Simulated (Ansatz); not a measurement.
**Notes on RbMoCl$_{3}$**

```
CELL_PARAMETERS angstrom
7.18175 0.00000 0.00000
-3.59087 6.21958 0.00000
0.00000 0.00000 6.09598
ATOMIC_POSITIONS crystal
Rb 0.33330 0.66670 0.75000
Rb 0.66660 0.33330 0.25000
Cl 0.16400 0.32800 0.25000
Cl 0.83600 0.16400 0.75000
Cl 0.67200 0.83600 0.25000
Cl 0.83600 0.67200 0.75000
Cl 0.16400 0.83600 0.25000
Cl 0.32800 0.16400 0.75000
Mo 0.00000 0.00000 0.00000
Mo 0.00000 0.00000 0.50000
```

Method: r2SCAN, no spin polarisation; PAW, plane waves to 500 eV, 6×6×6 Γ-centred mesh, fermi-dirac occupations (width 0.1 eV) (Ansatz 0.2.0), atoms fixed.

(1) What is the formation energy?

(2) What do density and ELF say about some of the short contacts?

(3) How is the charge shared?

(4) Where is the largest force?

(5) Metal or insulator?

(6) Is the cell too large or too small?

Origin: a known structure type with other elements, at an estimated volume, so it need not be a known compound. Caveats: many states at the Fermi level without spin polarisation, so a magnetic state may lie lower; correlation that this level lacks may open a gap in such a compound.

Results:

(1) -1.20 eV an atom against the elements' usual phases (free molecules for gases, crystals otherwise, with no correction for O₂ or N₂), so it is bound against them; other compounds may still compete. Relaxing would lower it.

(2) Cl–Mo at 2.55 Å: least valence density 0.34 e/Å³ and ELF 0.12 there. Rb–Cl at 3.59 Å: least valence density 0.04 e/Å³ and ELF 0.02 there. Both are smooth PAW fields, read partly inside the augmentation spheres.

(3) Bader charges in e: Rb +0.90, Mo +1.23, Cl -0.71. In the mean Mo gives up most and Cl takes most.

(4) The largest is on Cl3 (and as large on other atoms): 0.34 eV/Å, components (0.00, -0.34, 0.00). It makes 37° with the line to a nearest neighbour, Mo9 at 2.55 Å, pointing towards it.

(5) It is a metal, with about 16 states/eV a cell as the mean within 0.25 eV of the Fermi level, mostly Mo d (87 %).

(6) The pressure is -3.2 GPa (compression positive), so with the atoms held at these fractions the cell would first shrink. The principal stresses -6.0, -1.8, -1.8 GPa differ, so its shape would change too.
